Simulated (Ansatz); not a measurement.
# Mn3FeN3, one structure, two calculations

Cell: a computed structure from the Materials Project (it need not be an observed phase), taken as it stands.

```cif
data_Mn3FeN3
_symmetry_space_group_name_H-M 'P2_1/m'
_symmetry_Int_Tables_number 11
_cell_length_a 6.6080
_cell_length_b 3.9475
_cell_length_c 6.6207
_cell_angle_alpha 90.000
_cell_angle_beta 119.871
_cell_angle_gamma 90.000
loop_
_atom_site_label
_atom_site_type_symbol
_atom_site_symmetry_multiplicity
_atom_site_Wyckoff_symbol
_atom_site_fract_x
_atom_site_fract_y
_atom_site_fract_z
Mn1 Mn 2 e 0.1710 0.2500 0.8272
Mn2 Mn 2 e 0.1730 0.2500 0.3443
Mn3 Mn 2 e 0.6555 0.2500 0.8286
Fe Fe 2 e 0.3330 0.7500 0.6668
N9 N 2 e 0.1729 0.7500 0.8259
N10 N 2 e 0.1748 0.7500 0.3479
N11 N 2 e 0.6525 0.7500 0.8278
```

One atom of each set is listed.

First run. The numbers come from a DFT calculation in Ansatz (PBE, plane waves and PAW, scalar-relativistic, collinear spin, 420 eV cutoff, Γ-centred 5×7×5 k-points, Fermi–Dirac smearing 0.02 eV). Start moments as typed (μB): 5 on each Mn, 5 on each Fe, none on the rest. The program fits them to the shells of the files, so those used differ somewhat.

| site | V_zz (10²¹ V/m²) | η | m (μB) |
| --- | --- | --- | --- |
| Mn1 | -3.05 | 0.13 | 2.47 |
| Mn2 | -3.07 | 0.10 | 2.47 |
| Mn3 | -3.06 | 0.11 | 2.47 |
| Fe | 1.60 | 0.03 | -1.39 |
| N9 | -0.20 | 0.07 | -0.04 |
| N10 | -0.22 | 0.06 | -0.04 |
| N11 | -0.22 | 0.21 | -0.04 |

Second run. The same atoms and settings, except that the mesh is 6×8×6 and the Fermi–Dirac smearing is 0.05 eV.

(1) Given the first result, estimate the second.

## Answers

(1) 

```csv
site,V_zz,η,change of V_zz,m (μB)
Mn1,-3.02,0.11,+0.03,2.47
Mn2,-3.05,0.08,+0.02,2.47
Mn3,-3.04,0.09,+0.02,2.47
Fe,1.68,0.03,+0.08,-1.40
N9,-0.19,0.19,+0.01,-0.04
N10,-0.20,0.13,+0.02,-0.04
N11,-0.20,0.19,+0.02,-0.04
```

The largest change of V_zz is on Fe, from 1.60 to 1.68. In per cent, |V_zz| changes by -1 on Mn (all sites that start above 2). Isomer shifts (Fe against α-Fe, from the density at the nucleus and a line fitted to measured compounds for each functional; the lines scatter by about 0.1 mm/s, so smaller changes between functionals mean little): Fe 0.08 → 0.09 mm/s.

The moments were started parallel, and the run ended with some of them reversed. Semilocal functionals can leave a metal where correlation in the d or f shell opens a gap in the real compound, and that would change the values at and beside Fe and Mn. With these PAW files V_zz is typically within 2 to 3 % of all-electron values, but misses above 10 % occur on Fe. The run lost the sense of its start on Fe, where the moments end reversed; a state with other moments may lie lower. The magnetic order is the one that the run reached from its start moments, not necessarily the measured one.
